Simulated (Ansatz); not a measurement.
CrSBr in space group Pmmn (No. 59; Cr on 2b, S on 2a, Br on 2a), r²SCAN+D4 in the plane-wave PAW code Ansatz. The conduction-band minimum lies on the Γ–X line, 95 % of the way from Γ, with 2 equivalent valleys. Second derivatives d²E/dk² of the lowest band at one valley (eV·Å²), along Cartesian directions:

```csv
direction,d²E/dk²
[100],1.106
[010],31.45
[001],0.5035
[110],16.30
[101],0.8051
[011],16.00
```

Q: Find the principal effective masses, the density-of-states mass and the conductivity mass.

A: Off-diagonal terms follow from H_xy = H[110] − (H_xx + H_yy)/2, and m*/mₑ = 7.620 eV·Å² over each eigenvalue: 0.24, 6.9, 15. One valley's DOS mass (m₁m₂m₃)^(1/3) = 2.9, conductivity mass 3/(Σ 1/mᵢ) = 0.69 mₑ.

Q: What effective density of states Nc follows at 300 K for parabolic valleys?

A: Nc = 2.509e19 × 2 × (2.9)^(3/2) / 2 (one spin channel) ≈ 1.2e20 cm⁻³.

The workflow started from a Materials Project entry (that database holds measured and hypothetical structures alike); the Crystallography Open Database copy checked does not list it. Its standing as an ambient phase is unchecked. The r²SCAN+D4 relaxation kept the symmetry of its start; whether a distortion lowers the energy is not shown. Magnetic state: ferromagnetic, chosen from 5 collinear starts compared on coarse meshes (ties went to the first, and starts can fall back to one state), not a proven ground state. Other orbital occupations within this spin state were not tried. No Hubbard U is applied. Point labels and valley counts follow the cell and symmetry of the run, lower than the named group. Spin–orbit coupling is left out wherever it is not named.

Potentials: the later of the program's two PAW sets.

Edges and masses are those of Kohn–Sham bands, whose gap is no quasiparticle gap.
